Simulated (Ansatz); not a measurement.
Consider the following.

CoW:
Space group Fm-3m (No. 225); a = 4.8762 Å, b = 4.8762 Å, c = 4.8762 Å, α = 90.00°, β = 90.00°, γ = 90.00°

| atom | site | symmetry | x | y | z |
|---|---|---|---|---|---|
| Co | 4a | m-3m | 0.0000 | 0.0000 | 0.0000 |
| W | 4b | m-3m | 0.5000 | 0.5000 | 0.5000 |
(The calculation used a cell of 2 atoms; values per cell refer to that cell.)

This is the PBE-relaxed structure.

Question: All from plane-wave PAW PBE (Ansatz code), unless another level is named. Estimate the density of states at the Fermi level.

Answer: 1.6 states/eV per atom (mean over ±0.08 eV).

Question: Give the formation energy from the elements (no fitted shifts).

Answer: 844 meV/atom.

Question: Predict the gap with spin–orbit coupling.

Answer: none (metallic).

The start of the workflow was typed in or built on a structure type; neither database checked (COD, Materials Project) lists it. Whether it is the stable phase at ambient conditions was not checked. The PBE relaxation kept the symmetry of its start; whether a distortion lowers the energy is not shown. The workflow began spin-polarised and lost its moments. Its formation energy is positive at this level, so the cell may be metastable or incomplete. The references are the lowest solids computed at this level, not always the standard phases. Spin–orbit coupling is left out wherever it is not named.

Potentials: the earlier of the program's two PAW sets.
